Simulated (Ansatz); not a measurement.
# Si₃N₄, first-principles data

Si₃N₄:
```yaml
crystal:
  lattice:
    - [-3.20609, 3.20609, 3.20609]
    - [3.20609, -3.20609, 3.20609]
    - [3.20609, 3.20609, -3.20609]
  atoms:
    - { symbol: N, position: [0.56161, 0.56161, 0.56161] }
    - { symbol: N, position: [0.43839, 0.50000, 0.00000] }
    - { symbol: N, position: [0.50000, 0.00000, 0.93839] }
    - { symbol: N, position: [0.00000, 0.43839, 0.50000] }
    - { symbol: N, position: [0.93839, 0.50000, 0.00000] }
    - { symbol: N, position: [0.06161, 0.06161, 0.06161] }
    - { symbol: N, position: [0.00000, 0.93839, 0.50000] }
    - { symbol: N, position: [0.50000, 0.00000, 0.43839] }
    - { symbol: Si, position: [0.25000, 0.12500, 0.87500] }
    - { symbol: Si, position: [0.87500, 0.25000, 0.12500] }
    - { symbol: Si, position: [0.75000, 0.37500, 0.62500] }
    - { symbol: Si, position: [0.62500, 0.75000, 0.37500] }
    - { symbol: Si, position: [0.12500, 0.87500, 0.25000] }
    - { symbol: Si, position: [0.37500, 0.62500, 0.75000] }
```

Space group I-43d (No. 220); conventional cell a = b = c = 6.412 Å, α = β = γ = 90.00°.

Method: LDA in the plane-wave PAW code Ansatz. Geometry: relaxed at this level of theory. Other levels are named where they apply.

**Cell and energy**

```yaml
volume_per_atom: 9.42 Å³
density: 3.53 g/cm³
Formation energy from the elements (no fitted shifts): -1.33 eV/atom
```

**Electronic structure**

```yaml
band_gap: 3.97 eV (indirect)
valence_band_maximum: on the P–H line, 34 % of the way from P
conduction_band_minimum: on the Γ–H line, 45 % of the way from Γ (6 equivalent valleys)
smallest_direct_gap_on_the_standard_path: 4.19 eV
electron_effective_mass: 0.54, 0.54, 0.78 mₑ (principal values)
```

**Mechanics**

```yaml
Bulk modulus (Birch–Murnaghan fit): 270 GPa
Pressure derivative B′: 3.4
Elastic constants (relaxed ions, GPa): C11 = 388, C12 = 214, C44 = 217
mechanical_stability: stable (all eigenvalues of C positive)
hill_bulk_and_shear_moduli: 272 and 151 GPa
Young's modulus: 382 GPa
Poisson's ratio: 0.27
debye_temperature_from_the_elastic_constants: 1020 K
Piezoelectric stress constants (proper, relaxed ions, C/m²): e14 = e25 = e36 = -0.04
```

**Dielectric response**

```yaml
Electronic dielectric constant ε∞ (DFPT): 4.67
Static dielectric constant ε0 (ions relaxed, cell fixed): 9.42
Born charges (a third of the trace): N -2.57, Si +3.42 e
Largest static χ(2) component: 5.8 pm/V
```

**Phonons**

```yaml
Highest zone-centre frequency (without LO–TO term): 937 cm⁻¹
zone_centre_stability: no imaginary mode at Γ
dynamical_stability_on_the_path: stable (no imaginary branch)
zero_point_energy: 114.1 meV/atom
Vibrational entropy at 300 K: 8.6 J/(K·mol of atoms)
```

The workflow started from an entry of the Crystallography Open Database (COD), which files this formula under 4 space groups. It is not the phase usual at ambient conditions (space group No. 176). The cell was relaxed with LDA under the symmetry of its start. Signs of piezoelectric constants follow the polarity of the cell as given. The references are the lowest solids computed at this level, not always the standard phases (solids in place of the gases).

Potentials: the later of the program's two PAW sets.
